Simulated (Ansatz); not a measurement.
CdS (wurtzite)

```xyz
4
Lattice="4.1962 0.0000 0.0000 -2.0981 3.6340 0.0000 0.0000 0.0000 6.8295" Properties=species:S:1:pos:R:3 pbc="T T T"
Cd     0.0000     2.4227     6.8238
Cd     2.0981     1.2113     3.4091
S      0.0000     2.4227     2.5654
S      2.0981     1.2113     5.9802
```

All values below come from PBE (plane waves to 420 eV, PAW, scalar-relativistic; Ansatz, a quantum-chemistry and plane-wave program). DFPT wavenumbers on a 10×10×6 k mesh, in cm⁻¹; i marks imaginary ones, q is in fractions of the reciprocal vectors of the cell shown, and the three acoustic modes at Γ are left out. The non-analytic (LO-TO) term is not included, so polar modes at Γ have their transverse values. CdS was relaxed with its symmetry unable to fall.

### Question
Does any mode at Γ, M = (0.5, 0.0, 0.0), A = (0.0, 0.0, 0.5), L = (0.5, 0.0, 0.5) come out imaginary?

### Answer
No imaginary mode at these points (lowest 35 cm⁻¹ at A = (0.0, 0.0, 0.5)); other wave vectors were not tested.

### Question
Predict the phonon wavenumbers at Γ, M = (0.5, 0.0, 0.0), A = (0.0, 0.0, 0.5), L = (0.5, 0.0, 0.5).

### Answer
```tsv
q	wavenumbers (cm⁻¹)
Γ	43 (×2), 129, 212, 219 (×2), 231 (×2), 280
M = (0.5, 0.0, 0.0)	42, 55, 60, 69, 122, 133, 235, 240, 254, 259, 270, 280
A = (0.0, 0.0, 0.5)	35 (×4), 94 (×2), 225 (×4), 278 (×2)
L = (0.5, 0.0, 0.5)	50 (×2), 52 (×2), 135 (×2), 245 (×2), 247 (×2), 275 (×2)
```
